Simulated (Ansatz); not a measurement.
GaN:
```cif
data_Ga2N2
_chemical_formula_sum 'Ga2 N2'
_space_group_name_H-M_alt 'P 1'
_space_group_IT_number 1
_cell_length_a 3.17486
_cell_length_b 3.17486
_cell_length_c 7.52337
_cell_angle_alpha 90.000
_cell_angle_beta 90.000
_cell_angle_gamma 120.000
loop_
_space_group_symop_operation_xyz
  'x, y, z'
loop_
_atom_site_label
_atom_site_type_symbol
_atom_site_fract_x
_atom_site_fract_y
_atom_site_fract_z
_atom_site_occupancy
Ga1 Ga 0.66667 0.33333 0.25000 1
Ga2 Ga 0.33333 0.66667 0.75000 1
N1 N 0.00000 0.00000 0.75000 1
N2 N 0.00000 0.00000 0.25000 1
```

This is the r²SCAN+D4-relaxed structure.

Question: All from DFT-r²SCAN+D4 in the program Ansatz with PAW potentials, unless another level is named. Predict the highest zone-centre frequency (without LO–TO term).

Answer: 742 cm⁻¹.

Question: Predict the bulk modulus (Birch–Murnaghan fit).

Answer: 197 kbar.

Space group P6_3/mmc. The first step of the workflow began from a Materials Project structure, measured or hypothetical; the Crystallography Open Database copy checked does not list it. It is not the phase usual at ambient conditions (space group No. 186, 216). The cell was relaxed with r²SCAN+D4 under the symmetry of its start; of distortions, only those at the zone centre were tested, and some modes there are weakly imaginary.

Potentials: the later of the program's two PAW sets.
